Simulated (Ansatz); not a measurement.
Cd (simple rhombohedral, space group No. 166) under volume change, plane-wave PAW PBEsol (Ansatz code), shape and atoms relaxed at each volume.

```json
[
 {"V (Å³/atom)": "19.184", "E − E(relaxed) (meV/atom)": "36.4", "P (GPa)": "6.82"},
 {"V (Å³/atom)": "19.816", "E − E(relaxed) (meV/atom)": "15.0", "P (GPa)": "4.09"},
 {"V (Å³/atom)": "20.448", "E − E(relaxed) (meV/atom)": "3.5", "P (GPa)": "1.83"},
 {"V (Å³/atom)": "21.081", "E − E(relaxed) (meV/atom)": "0.0", "P (GPa)": "0.01"},
 {"V (Å³/atom)": "21.713", "E − E(relaxed) (meV/atom)": "3.0", "P (GPa)": "-1.49"},
 {"V (Å³/atom)": "22.346", "E − E(relaxed) (meV/atom)": "11.5", "P (GPa)": "-2.76"},
 {"V (Å³/atom)": "22.978", "E − E(relaxed) (meV/atom)": "24.5", "P (GPa)": "-3.78"}
]
```

**Question.** What does a third-order Birch–Murnaghan fit give for V₀, B₀ and B′?

**Answer.** V₀ = 21.08 Å³/atom, B₀ = 55.6 GPa, B′ = 5.5.

Space group R-3m (simple rhombohedral). The first step of the workflow began from a Materials Project structure, measured or hypothetical; the Crystallography Open Database copy checked does not list it. It is not the phase usual at ambient conditions (space group No. 194). The cell was relaxed with PBEsol under the symmetry of its start; its stability against distortions is not shown here.

Potentials: the later of the program's two PAW sets.
